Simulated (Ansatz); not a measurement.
Ansatz (an electronic-structure program) input:

Ansatz 0.2 input:
```yaml
crystal:
  lattice:
    - [11.6674842934, 0.0, 0.0]
    - [0.0, 3.9894929976, 0.0]
    - [0.0, 0.0, 11.356064939]
  atoms:
    - { symbol: Sb, position: [0.0196804258, 0.25, 0.3292064486] }
    - { symbol: Sb, position: [0.9803195743, 0.75, 0.6707935514] }
    - { symbol: Sb, position: [0.4803195742, 0.75, 0.8292064486] }
    - { symbol: Sb, position: [0.5196804257, 0.25, 0.1707935514] }
    - { symbol: Sb, position: [0.151356973, 0.75, 0.039804205] }
    - { symbol: Sb, position: [0.848643027, 0.25, 0.960195795] }
    - { symbol: Sb, position: [0.348643027, 0.25, 0.539804205] }
    - { symbol: Sb, position: [0.651356973, 0.75, 0.460195795] }
    - { symbol: Se, position: [0.0557793032, 0.25, 0.867370823] }
    - { symbol: Se, position: [0.9442206968, 0.75, 0.132629177] }
    - { symbol: Se, position: [0.4442206968, 0.75, 0.367370823] }
    - { symbol: Se, position: [0.5557793032, 0.25, 0.632629177] }
    - { symbol: Se, position: [0.1287449839, 0.75, 0.4467635583] }
    - { symbol: Se, position: [0.8712550161, 0.25, 0.5532364417] }
    - { symbol: Se, position: [0.3712550161, 0.25, 0.9467635583] }
    - { symbol: Se, position: [0.6287449839, 0.75, 0.0532364417] }
    - { symbol: Se, position: [0.2161308848, 0.25, 0.1985105178] }
    - { symbol: Se, position: [0.7838691152, 0.75, 0.8014894822] }
    - { symbol: Se, position: [0.2838691152, 0.75, 0.6985105178] }
    - { symbol: Se, position: [0.7161308848, 0.25, 0.3014894822] }
kpoints:
  mp_grid: { grid: [3, 7, 3] }
basis: { xc_grid: 2, fft_grid_basis: typed }
hamiltonian:
  xc: pbe
  dispersion: d3bj
  pseudopotentials: { kind: paw }
scf:
  occupations: { method: fixed }
checkpoint: { read: static.run }
output: { write_density: true, elf: true, volumetric_format: npy }
```

Output (shortened):

```
Pseudopotential: Sb, paw, valence charge 15
Pseudopotential: Se, paw, valence charge 16
Functional definition: PBE
Crystal: 20 atoms, lattice volume = 528.595 Å³
Basis set: ecut = 420 eV, 10335 PW (Γ), exchange–correlation on 160×54×160 points (8 copies of the dense FFT grid, shifted against one another)
Bands: 188, of which v1, the nominal top of the filled ones, is band 156 counted from 1 (155 counted from 0)
Symmetry: 8 space group operations
Space group: Pnma (ITA 62), of the structure as read, at distance tolerance 8.1e-5 Å
k-points: 16 of 63
Stability of the state it starts from, as read at its close in the unpolarized treatment …
iter 1 solved again at ethr=8.95e-8 eV; its pass at ethr=3.10e-3 eV (dr2=2.79e-4 eV) is discarded
SCF iter   1: F=—  HF=-117517.789753 eV  |F-HF|=—  |Δ(HF+E_count)|=         —  Δρ=3.01e-7  dr2=5.00e-10  ethr=8.95e-8  ⟨swp⟩=3.0  Hψ=17655  notcnv=0  defer=480
preconditioner: auto → Resta (q_TF=auto, 2.499 Å⁻¹)
SCF iter   2: F=—  HF=-117517.789701 eV  |F-HF|=—  |Δ(HF+E_count)|=   5.20e-5  Δρ=1.76e-7  dr2=1.88e-10  ethr=1.00e-12  ⟨swp⟩=12.6  Hψ=18067  notcnv=0
SCF iter   3: F=-117517.789701 eV  HF=-117517.789701 eV  |F-HF|=2.91e-11  |Δ(HF+E_count)|=  4.37e-11  Δρ=1.10e-7  dr2=7.40e-11  ethr=1.00e-12  ⟨swp⟩=1.0  Hψ=5669  notcnv=0
SCF 1 converged in 3 iterations: F = -117517.789701 eV  dr2 = 7.40e-11
SCF converged after 3 iterations
Free energy (F): -117517.789701 eV
Harris-Foulkes:  -117517.789701 eV  (|F-HF|=2.91e-11)
Internal energy: -117517.789701 eV  (E = F + TS)
E sigma→0 (E₀):  -117517.789701 eV
Fermi energy:    8.853068 eV
--- Per-component energies (eV) ---
  E_band       = -5867.549606
  E_kinetic    = 3072.560148
  E_local      = -41766.300602  (includes V_loc(G=0)·N_el)
  E_nonlocal   = -4255.962674
  E_hartree    = 20169.993278
  E_xc         = -2359.872500
  E_vxc        = -1949.558113  (∫ρ·V_xc dr)
  E_paw        = -59527.200514  (= ΣΔE_a)
  E_vpaw       = -1308.267750  (= ΣTr[D̂ρ^β])
  E_aug_tail   = -0.007120  (compensation charges beyond the density's cutoff)
  E_ewald      = -32842.872803
  E_disp       = -8.126913  (pairwise vdW)
  E_smearing   =  0.000000  (= −TS)
  E_closure    =  0.000000  (closes the sum)
  Σ components = -117517.789701   (vs F -117517.789701, Δ=0.00e0)
  [band-id]    e_kinetic+e_local+e_nonlocal+2·e_hartree+e_vxc+e_vpaw+e_augmentation_tail = -5867.549556   (vs E_band -5867.549606, Δ=4.96e-5)
--- Band table (eV; the first three rows and the last of 16) ---
  k-point 0: bands = ["-38.4618", "-38.4618", "-38.4618", "-38.4618", "-38.4596", "-38.4596", "-38.4596", "-38.4596", "-38.4451", "-38.4451", "-38.4451", "-38.4451", "-38.4418", "-38.4418", "-38.4417", "-38.4417", "-38.4318", "-38.4318", "-38.4316", …
  k-point 1: bands = ["-38.4618", "-38.4618", "-38.4618", "-38.4618", "-38.4596", "-38.4596", "-38.4596", "-38.4596", "-38.4451", "-38.4451", "-38.4451", "-38.4451", "-38.4418", "-38.4418", "-38.4417", "-38.4417", "-38.4318", "-38.4318", "-38.4316", …
  k-point 2: bands = ["-38.4618", "-38.4618", "-38.4618", "-38.4618", "-38.4596", "-38.4596", "-38.4596", "-38.4596", "-38.4451", "-38.4451", "-38.4451", "-38.4451", "-38.4418", "-38.4418", "-38.4417", "-38.4417", "-38.4318", "-38.4318", "-38.4316", …
  k-point 15: bands = ["-38.4617", "-38.4617", "-38.4617", "-38.4617", "-38.4597", "-38.4597", "-38.4597", "-38.4597", "-38.4451", "-38.4451", "-38.4451", "-38.4451", "-38.4418", "-38.4418", "-38.4417", "-38.4417", "-38.4318", "-38.4318", "-38.4317", …
```

Cost: about 100 core-seconds (a rough figure) on shared cores.

The PBE+D3(BJ) relaxation kept the symmetry of its start. Scalar-relativistic: spin–orbit coupling is off unless named, which matters more the heavier the elements.

Potentials: the later of the program's two PAW sets.

Ansatz is a plane-wave DFT program.
